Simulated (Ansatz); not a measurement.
Relaxed candidate structures of ZnF2:

A. I4₁/amd, origin choice 1 (No. 141), tI12, anatase type; a = 3.969 Å, b = 3.969 Å, c = 9.834 Å, α = 90.00°, β = 90.00°, γ = 90.00°; Zn 4b (0.000, 0.000, 0.500); F 8e (0.000, 0.000, 0.291)

B. P4₂/mnm (No. 136), tP6, rutile type; a = b = 4.717 Å, c = 3.129 Å, α = β = γ = 90.00°; Zn 2a (0.000, 0.000, 0.000); F 4f (0.304, 0.304, 0.000)

Task: Order them by energy per atom (lowest first) at the level PBEsol (plane waves to 420 eV, PAW, scalar-relativistic; Ansatz, a program for electronic structure).

Result: B (reference, the lowest of the structures calculated here), A (+0.030 eV/atom)

Task: Give each candidate's band gap.

Result: No candidate is metallic. A: 3.61 eV (no spin-orbit coupling); B: 3.45 eV (no spin-orbit coupling).

Each run could gain symmetry but not lose that of its start, so entries can be saddle points. From databases, or of a type measured for this composition: P4₂/mnm, tP6, rutile type; the others are generated cells (placed on structure types, drawn at random, substituted or restacked) that were not matched to a known phase here. Energies are at zero temperature and pressure, without zero-point motion. No spin polarisation in the result.
